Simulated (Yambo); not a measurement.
Yambo run on a free-standing AgI monolayer (symmetry P-3m1, slab cell 17.3 Å high). The wavefunctions are norm-conserving PBEsol (Quantum ESPRESSO, 82 Ry, scalar-relativistic) ones on a 6×6×1 mesh (26 occupied bands); a = b = 4.410 Å, c = 17.300 Å, α = β = 90.00°, γ = 120.00°.

Yambo input:

```
rim_cut
HF_and_locXC
RandQpts= 1000000
RandGvec= 2 Ry
CUTGeo= "slab z"
EXXRLvcs= 82 Ry
VXCRLvcs= 328 Ry
% QPkrange
 1 | 1 | 26 | 27 |
 4 | 4 | 26 | 27 |
 7 | 7 | 26 | 27 |
%
```

k points by index: 1 = Γ, 4 = M, 7 = K.

Resulting energies as the program prints them:

```
#    K-point    Band    Eo [eV]    Ehf [eV]    Vxc [eV]    Vnlxc [eV]
#
    1    26    0.000000    -3.202955    -15.07000    -18.27296
    1    27    2.019237    5.789044    -9.625315    -5.855508
    4    26    -0.249052    -3.933462    -16.53709    -20.22150
    4    27    3.131746    7.279097    -10.77233    -6.624979
    7    26    -0.695385    -5.028194    -18.21041    -22.54322
    7    27    4.037507    8.467030    -11.93114    -7.501618
```
Exchange alone, without screening.

Spin-orbit coupling is not included.

Geometry relaxed with PBEsol.

This is a model layer cut from the bulk structure; whether it is stable on its own was not checked.
